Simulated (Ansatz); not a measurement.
The cell is built from the zincblende type as a first guess.

SiPb: DFT, PBE, PAW with Ansatz's default frozen-core files, scalar-relativistic (Ansatz 0.2.0).

The relaxation starts from this cell:

```xyz
2
Lattice="0.0000 3.2195 3.2195 3.2195 0.0000 3.2195 3.2195 3.2195 0.0000" Properties=species:S:1:pos:R:3 pbc="T T T"
Pb    0.0000    0.0000    0.0000
Si    1.6098    1.6098    1.6098
```

Output:

```
Engine: ansatz 0.2.0
Pseudopotentials: kind: paw
Pseudopotential: Pb, paw, valence charge 14, recommended cutoff 420 eV (normal)
Pseudopotential: Si, paw, valence charge 4, recommended cutoff 420 eV (normal)
Functional definition: PBE
  parameter kappa = 0.804
  parameter beta = 0.06672455060314922
  exchange = pbe_x(kappa = kappa, mu = beta*pi^2/3)
  correlation = pbe_c(beta = beta)
Crystal: 2 atoms, lattice volume = 66.742 Å³
Basis set: ecut = 420 eV, 1291 PW (Γ), exchange–correlation on 64×64×64 points (8 copies of the dense FFT grid, shifted against one another)
Bands: 13, of which v1, the nominal top of the filled ones, is band 9 counted from 1 (8 counted from 0)
Symmetry: 24 space group operations
Space group: F-43m (ITA 216), of the structure as read, at distance tolerance 4.1e-5 Å
k-points: 35 of 729 (time reversal used)
Non-local potential: Pb, projectors of the file, l = 0: 2, l = 1: 2, l = 2: 2, l = 3: 2
Non-local potential: Si, projectors of the file, l = 0: 2, l = 1: 2, l = 2: 2
PAW form: soft (Blöchl's): semilocal exchange-correlation on the pseudo side does not see the compensation charge
PAW one-centre angular grid: Pb, 590 points (default); XC on 64 Gauss nodes
PAW one-centre angular grid: Si, 110 points (default); XC on 64 Gauss nodes
Initial density: superposition of atomic densities (neutral atoms: chi_scale 0, normalization atom), corrected by the library's trained network
Initial wavefunctions: pseudopotential atomic-orbital guess
Functional: x = pbe(κ = 0.804, μ = 0.2195149727645171), c = pbe(β = 0.06672455060314922)
SCF iter   1: F=—  HF=-12541.282316 eV  |F-HF|=—  |Δ(HF+E_count)|=         —  Δρ=1.41e-3  dr2=1.84e-3  ethr=1.77e-3  ⟨swp⟩=6.5  Hψ=3136  notcnv=0
preconditioner: auto → Kerker (q_TF=auto, 2.193 Å⁻¹)  [metal: Δε(μ)=0.040 eV  Ē_g=14.761 eV  σ=0.030 eV  W_gap=0.32  n_scr=14 (ndim 8)  ℏωp=19.3 eV  f_vac=0.040  D(μ)=0.59/eV (n_scr^D=0)]
SCF iter   2: F=—  HF=-12541.281655 eV  |F-HF|=—  |Δ(HF+E_count)|=   6.61e-4  Δρ=8.09e-4  dr2=9.22e-4  ethr=1.02e-5  ⟨swp⟩=2.5  Hψ=1072  notcnv=0
SCF iter   3: F=—  HF=-12541.281863 eV  |F-HF|=—  |Δ(HF+E_count)|=   2.08e-4  Δρ=3.66e-4  dr2=1.50e-4  ethr=5.12e-6  ⟨swp⟩=2.1  Hψ=719  notcnv=0
SCF iter   4: F=—  HF=-12541.281942 eV  |F-HF|=—  |Δ(HF+E_count)|=   7.91e-5  Δρ=1.52e-4  dr2=2.70e-5  ethr=8.32e-7  ⟨swp⟩=2.4  Hψ=591  notcnv=0
SCF iter   5: F=—  HF=-12541.281976 eV  |F-HF|=—  |Δ(HF+E_count)|=   3.39e-5  Δρ=4.76e-5  dr2=1.73e-6  ethr=1.50e-7  ⟨swp⟩=2.0  Hψ=596  notcnv=0
SCF iter   6: F=—  HF=-12541.281980 eV  |F-HF|=—  |Δ(HF+E_count)|=   4.73e-6  Δρ=1.72e-5  dr2=1.39e-7  ethr=9.59e-9  ⟨swp⟩=2.0  Hψ=599  notcnv=0
SCF iter   7: F=-12541.281981 eV  HF=-12541.281981 eV  |F-HF|=1.73e-8  |Δ(HF+E_count)|=   2.19e-7  Δρ=3.53e-6  dr2=1.02e-8  ethr=5.56e-10  ⟨swp⟩=4.7  Hψ=1431  notcnv=0
SCF 1 converged in 7 iterations: F = -12541.281981 eV  dr2 = 1.02e-8
  greatest PAW one-centre occupation: 0.977 electrons in one spin orbital (limit 2), on the Pb atom at site 0 (counted from 0), in its partial waves of l = 2
relax step   1: F+E_penalty+E_count = -12541.28198065 eV  Δ(F+E_penalty+E_count) = +0.000e0 eV  max|allowed force component| = 1.342e-16 eV/Å  Δτ_max = 0.0000 Å  P = -2.449 GPa  Ω = 66.742 Å³  (7 SCF iters, dr2 threshold 1.00e-7 eV, accepted)
Crystal: 2 atoms, lattice volume = 61.140 Å³
Basis set: ecut = 420 eV, 1243 PW (Γ), exchange–correlation on 64×64×64 points (8 copies of the dense FFT grid, shifted against one another)
Initial density: handed on by an earlier stage of this run
Initial wavefunctions: those handed on with the density
iter 1 solved again at ethr=4.97e-5 eV; its pass at ethr=3.10e-3 eV (dr2=8.94e-3 eV) is discarded
SCF iter   1: F=—  HF=-12541.318877 eV  |F-HF|=—  |Δ(HF+E_count)|=         —  Δρ=3.41e-3  dr2=9.48e-3  ethr=4.97e-5  ⟨swp⟩=2.6  Hψ=3798  notcnv=0
preconditioner: auto → none  [insulator: Δε(μ)=0.220 eV  Ē_g=15.058 eV  σ=0.030 eV  W_gap=0.50  n_scr=14 (ndim 8)  ℏωp=20.1 eV  f_vac=0.004  D(μ)=0.73/eV (n_scr^D=0)  ε∞_Penn≈2.8]
SCF iter   2: F=—  HF=-12541.317367 eV  |F-HF|=—  |Δ(HF+E_count)|=   1.51e-3  Δρ=1.61e-3  dr2=1.27e-3  ethr=4.97e-5  ⟨swp⟩=2.1  Hψ=706  notcnv=0
SCF iter   3: F=—  HF=-12541.317553 eV  |F-HF|=—  |Δ(HF+E_count)|=   1.85e-4  Δρ=6.09e-4  dr2=1.76e-4  ethr=7.08e-6  ⟨swp⟩=2.0  Hψ=594  notcnv=0
SCF iter   4: F=—  HF=-12541.317625 eV  |F-HF|=—  |Δ(HF+E_count)|=   7.25e-5  Δρ=8.02e-5  dr2=2.42e-6  ethr=9.78e-7  ⟨swp⟩=2.3  Hψ=641  notcnv=0
SCF iter   5: F=-12541.317628 eV  HF=-12541.317628 eV  |F-HF|=1.86e-7  |Δ(HF+E_count)|=   3.09e-6  Δρ=1.63e-5  dr2=1.15e-7  ethr=1.11e-9  ⟨swp⟩=5.6  Hψ=1694  notcnv=0
SCF 2 converged in 5 iterations: F = -12541.317628 eV  dr2 = 1.15e-7
relax step   2: F+E_penalty+E_count = -12541.31762837 eV  Δ(F+E_penalty+E_count) = -3.565e-2 eV  max|allowed force component| = 6.476e-17 eV/Å  Δτ_max = 0.0000 Å  P = +0.688 GPa  Ω = 61.140 Å³  energy of the carried Pulay correction = +5.441e-4 eV  (5 SCF iters, dr2 threshold 2.00e-7 eV, accepted)
Crystal: 2 atoms, lattice volume = 62.287 Å³
iter 1 solved again at ethr=2.39e-6 eV; its pass at ethr=3.10e-3 eV (dr2=4.30e-4 eV) is discarded
SCF iter   1: F=—  HF=-12541.319711 eV  |F-HF|=—  |Δ(HF+E_count)|=         —  Δρ=7.94e-4  dr2=5.23e-4  ethr=2.39e-6  ⟨swp⟩=3.1  Hψ=3622  notcnv=0
preconditioner: auto → Kerker (q_TF=auto, 2.218 Å⁻¹)  [metal: Δε(μ)=0.039 eV  Ē_g=15.037 eV  σ=0.030 eV  W_gap=0.30  n_scr=14 (ndim 8)  ℏωp=20.0 eV  f_vac=0.020  D(μ)=0.71/eV (n_scr^D=0)]
SCF iter   2: F=—  HF=-12541.319636 eV  |F-HF|=—  |Δ(HF+E_count)|=   7.50e-5  Δρ=4.98e-4  dr2=2.04e-4  ethr=2.39e-6  ⟨swp⟩=1.0  Hψ=455  notcnv=0
SCF iter   3: F=—  HF=-12541.319634 eV  |F-HF|=—  |Δ(HF+E_count)|=   2.14e-6  Δρ=1.10e-4  dr2=1.79e-5  ethr=1.13e-6  ⟨swp⟩=2.0  Hψ=532  notcnv=0
SCF iter   4: F=—  HF=-12541.319644 eV  |F-HF|=—  |Δ(HF+E_count)|=   1.03e-5  Δρ=4.30e-5  dr2=2.72e-6  ethr=9.96e-8  ⟨swp⟩=2.2  Hψ=569  notcnv=0
SCF iter   5: F=-12541.319647 eV  HF=-12541.319647 eV  |F-HF|=1.85e-7  |Δ(HF+E_count)|=   3.27e-6  Δρ=1.13e-5  dr2=7.88e-8  ethr=1.11e-9  ⟨swp⟩=3.7  Hψ=1868  notcnv=0
SCF 3 converged in 5 iterations: F = -12541.319647 eV  dr2 = 7.88e-8
relax step   3: F+E_penalty+E_count = -12541.31964747 eV  Δ(F+E_penalty+E_count) = -2.019e-3 eV  max|allowed force component| = 6.476e-17 eV/Å  Δτ_max = 0.0000 Å  P = -0.079 GPa  Ω = 62.287 Å³  energy of the carried Pulay correction = +4.289e-4 eV  (5 SCF iters, dr2 threshold 2.00e-7 eV, accepted)
Crystal: 2 atoms, lattice volume = 62.166 Å³
iter 1 solved again at ethr=4.32e-8 eV; its pass at ethr=3.10e-3 eV (dr2=7.78e-6 eV) is discarded
SCF iter   1: F=—  HF=-12541.319690 eV  |F-HF|=—  |Δ(HF+E_count)|=         —  Δρ=8.56e-5  dr2=5.33e-6  ethr=4.32e-8  ⟨swp⟩=2.5  Hψ=3375  notcnv=0
preconditioner: auto → Kerker (q_TF=auto, 2.219 Å⁻¹)  [metal: Δε(μ)=0.036 eV  Ē_g=15.036 eV  σ=0.030 eV  W_gap=0.28  n_scr=14 (ndim 8)  ℏωp=20.0 eV  f_vac=0.017  D(μ)=0.71/eV (n_scr^D=0)]
SCF iter   2: F=—  HF=-12541.319690 eV  |F-HF|=—  |Δ(HF+E_count)|=   5.39e-7  Δρ=5.32e-5  dr2=1.95e-6  ethr=2.96e-8  ⟨swp⟩=1.0  Hψ=455  notcnv=0
SCF iter   3: F=—  HF=-12541.319690 eV  |F-HF|=—  |Δ(HF+E_count)|=   1.79e-7  Δρ=1.04e-5  dr2=1.37e-7  ethr=1.08e-8  ⟨swp⟩=2.0  Hψ=530  notcnv=0
SCF iter   4: F=—  HF=-12541.319690 eV  |F-HF|=—  |Δ(HF+E_count)|=   4.65e-8  Δρ=4.51e-6  dr2=3.29e-8  ethr=7.60e-10  ⟨swp⟩=1.7  Hψ=501  notcnv=0
SCF iter   5: F=-12541.319690 eV  HF=-12541.319690 eV  |F-HF|=3.45e-9  |Δ(HF+E_count)|=   2.69e-8  Δρ=1.41e-6  dr2=1.77e-9  ethr=8.74e-11  ⟨swp⟩=4.9  Hψ=1492  notcnv=0
SCF 4 converged in 5 iterations: F = -12541.319690 eV  dr2 = 1.77e-9
relax step   4: F+E_penalty+E_count = -12541.31968986 eV  Δ(F+E_penalty+E_count) = -4.239e-5 eV  max|allowed force component| = 6.939e-17 eV/Å  Δτ_max = 0.0000 Å  P = -0.002 GPa  Ω = 62.166 Å³  energy of the carried Pulay correction = +4.409e-4 eV  (5 SCF iters, dr2 threshold 1.57e-8 eV, accepted)
Basis set: ecut = 420 eV, 1243 PW (Γ), exchange–correlation on 60×60×60 points (8 copies of the dense FFT grid, shifted against one another)
Initial wavefunctions: pseudopotential atomic-orbital guess (no wavefunctions were taken with the density)
iter 1 solved again at ethr=4.51e-7 eV; its pass at ethr=3.10e-3 eV (dr2=8.12e-5 eV) is discarded
SCF iter   1: F=—  HF=-12541.319313 eV  |F-HF|=—  |Δ(HF+E_count)|=         —  Δρ=6.97e-5  dr2=5.79e-7  ethr=4.51e-7  ⟨swp⟩=3.7  Hψ=4532  notcnv=0
SCF iter   2: F=—  HF=-12541.319321 eV  |F-HF|=—  |Δ(HF+E_count)|=   7.51e-6  Δρ=3.54e-5  dr2=1.28e-7  ethr=3.21e-9  ⟨swp⟩=2.2  Hψ=763  notcnv=0
SCF iter   3: F=—  HF=-12541.319321 eV  |F-HF|=—  |Δ(HF+E_count)|=   2.48e-7  Δρ=5.31e-6  dr2=4.04e-9  ethr=7.11e-10  ⟨swp⟩=2.0  Hψ=765  notcnv=0
SCF iter   4: F=—  HF=-12541.319321 eV  |F-HF|=—  |Δ(HF+E_count)|=   6.67e-9  Δρ=3.45e-7  dr2=8.04e-11  ethr=2.24e-11  ⟨swp⟩=2.0  Hψ=595  notcnv=0
SCF iter   5: F=—  HF=-12541.319321 eV  |F-HF|=—  |Δ(HF+E_count)|=  1.35e-10  Δρ=1.48e-7  dr2=2.31e-11  ethr=1.00e-12  ⟨swp⟩=6.7  Hψ=1999  notcnv=0
SCF iter   6: F=-12541.319321 eV  HF=-12541.319321 eV  |F-HF|=1.82e-12  |Δ(HF+E_count)|=  3.27e-11  Δρ=6.12e-8  dr2=3.52e-12  ethr=1.00e-12  ⟨swp⟩=5.9  Hψ=1938  notcnv=0
SCF 5 converged in 6 iterations: F = -12541.319321 eV  dr2 = 3.52e-12
relax step   5: F+E_penalty+E_count = -12541.31932116 eV  Δ(F+E_penalty+E_count) = +3.687e-4 eV  max|allowed force component| = 8.789e-17 eV/Å  Δτ_max = 0.0000 Å  P = -0.007 GPa  Ω = 62.166 Å³  stress off target by 6.98e-3 GPa  SCF on the basis re-selected at this cell (its energy is not comparable with the rows above)  (6 SCF iters)
basis re-selected at this cell: Δ(F+E_penalty+E_count) = +3.687e-4 eV, ΔP = -0.005 GPa vs the last step (what re-selecting the basis moved, of the pressure what is left beyond the Pulay correction that the steps carried, after the strain that the cell walked since its last selection, with what the two solves' SCF thresholds leave and, on support functions, any second-order correction that the steps lacked; it is no measure of the basis error at this ecutwfc). The dense FFT grid was sized anew with the basis: this SCF ran on 30×30×30 points, the steps before it on 32×32×32, so part of this shift can come from that change (see relax.cell in the input reference). This SCF's stress stands 6.98e-3 GPa from its target on what of the cell is left free (relax.cell.stress_tol is 5.00e-2 GPa) and its largest allowed force component is 8.79e-17 eV/Å (relax.f_tol is 5.00e-3 eV/Å): within both
SCF converged after 6 iterations
Free energy (F): -12541.319321 eV
Harris-Foulkes:  -12541.319321 eV  (|F-HF|=1.82e-12)
Internal energy: -12541.317463 eV  (E = F + TS)
E sigma→0 (E₀):  -12541.318392 eV
Entropy (-TS):   -0.001858 eV (-0.929 meV/atom)
Fermi energy:    6.524479 eV
--- Per-component energies (eV) ---
  E_band       = -88.444787
  E_kinetic    = 328.808328
  E_local      = -1396.422936  (includes V_loc(G=0)·N_el)
  E_nonlocal   = 376.065812
  E_hartree    = 561.587555
  E_xc         = -273.567884
  E_vxc        = -176.324073  (∫ρ·V_xc dr)
  E_paw        = -10922.081227  (= ΣΔE_a)
  E_vpaw       = -343.747077  (= ΣTr[D̂ρ^β])
  E_aug_tail   = 0.000056  (compensation charges beyond the density's cutoff)
  E_ewald      = -1215.707168
  E_smearing   = -0.001858  (= −TS)
  E_closure    = 0.000000  (closes the sum)
  Σ components = -12541.319321   (vs F -12541.319321, Δ=0.00e0)
--- Forces (eV/Å), atoms counted from 1 ---
  atom   1  Pb     0.00000000     0.00000000    -0.00000000
  atom   2  Si    -0.00000000    -0.00000000    -0.00000000
  max |Σ_I F_I| component: 2.78e-17 eV/Å
--- Stress (GPa, compression-positive) ---
       -0.006977      -0.000000       0.000000
       -0.000000      -0.006977       0.000000
        0.000000       0.000000      -0.006977
  P = ⅓ Tr σ = -0.0070 GPa (-0.070 kbar)
--- Relaxed structure (4 steps of the walk, 4 accepted, 1 SCFs on fresh bases) ---
  F+E_penalty+E_count = -12541.31932116 eV   max|allowed force component| = 8.789e-17 eV/Å   (the final SCF, on the basis selected at the relaxed cell)
  cell:  # Å, volume = 62.1664 Å³
    - [-1.8470723619246513e-33, 3.1441890869508224, 3.1441890869508224]
    - [3.1441890869508224, 9.260838669787735e-33, 3.1441890869508224]
    - [3.1441890869508224, 3.1441890869508224, 6.1144464394747085e-33]
  atoms:
    - { symbol: Pb, position: [-2.1460645363160814e-33, 2.6794650134027727e-33, 1.787140850799803e-33] }
    - { symbol: Si, position: [0.25, 0.25, 0.25] }
```
